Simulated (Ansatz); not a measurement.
Values for one crystal, relaxed and computed with PBEsol in the plane-wave PAW code Ansatz; other levels are named.

| Property | Value |
|---|---|
| Volume per atom | 22.60 Å³ |
| Electronic character | metallic (no gap) |
| Bulk modulus (Birch–Murnaghan fit) | 122 GPa |
| Formation energy from the elements (no fitted shifts) | -0.27 eV/atom |
| Gap with spin–orbit coupling | none (metallic) |
| Debye temperature from the elastic constants | 177 K |
| Mechanical stability | stable (all eigenvalues of C positive) |

Task: Which of these materials gives this?
(A) Ca2Bi, I4/mmm (Ca on 4c, Ca on 4e, Bi on 4e)
(B) BiPt, NiAs type
(C) FePt, L1₀ or tetragonal B2
(D) GaPt, P2_13 (Ga on 4a, Pt on 4a)

Result: B, BiPt, NiAs type

Space group P6_3/mmc (NiAs type). The workflow started from a Materials Project entry (that database holds measured and hypothetical structures alike); the Crystallography Open Database files this formula in space group No. 194, but the cells were not matched. Whether it is the stable phase at ambient conditions was not checked. The PBEsol relaxation kept the symmetry of its start; of distortions, only those at the zone centre were tested. No spin polarisation was allowed. As this level gives no gap, shear constants depend on the k-mesh and smearing (Fermi–Dirac, 0.1 eV here). The references are the lowest solids computed at this level, not always the standard phases. Spin–orbit coupling is left out wherever it is not named.

Potentials: the later of the program's two PAW sets.
